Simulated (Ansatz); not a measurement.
**Stress against strain in ZrB2**

```yaml
crystal:
  lattice:
    - [3.16500, 0.00000, 0.00000]
    - [-1.58250, 2.74097, 0.00000]
    - [0.00000, 0.00000, 3.52000]
  atoms:
    - { symbol: Zr, position: [0.00000, 0.00000, 0.00000] }
    - { symbol: B, position: [0.33333, 0.66667, 0.50000] }
    - { symbol: B, position: [0.66667, 0.33333, 0.50000] }
```

Atom numbers follow the list: Zr1, B2, B3.

The geometry is COD entry 1510856, unchecked; take it as a test cell.

Method: Ansatz 0.2.0, DFT, LDA, all-electron LAPW, scalar-relativistic.

Settings: a Γ-centred 13×13×10 k mesh, Fermi–Dirac smearing of 0.03 eV, basis error target 1 meV/atom, no spin polarisation.

The strain is applied along the Cartesian axes of the cell as listed (γ is the engineering shear, twice εxy = εyz = εzx). Fractional coordinates are held (clamped ions).

σ is the change of stress from the unstrained cell, which is at -7.26 GPa; tension is positive, so slopes are stress–strain coefficients at that pressure. In a metal the k mesh adds noise.

Only quantities that a quadratic follows smoothly over the whole series are listed; rougher ones are left out.

| γ | σxy (GPa) | σyz (GPa) |
| --- | --- | --- |
| -0.0200 | -5.23 | -5.17 |
| -0.0100 | -2.58 | -2.55 |
| 0.0000 | 0.00 | 0.00 |
| 0.0200 | 4.99 | 4.93 |

Task: Fit the series and read off the stiffness at zero strain.

Result: Least-squares fits y = p0 + p1 x + p2 x² to the rows give σxy (GPa): p1 = 255, p2 = -300; σyz (GPa): p1 = 252, p2 = -300.

Task: One run, at γ = 0.0100, is withheld. Predict its row.

Result: The fits give 2.53, 2.50; the run gave 2.52, 2.49.
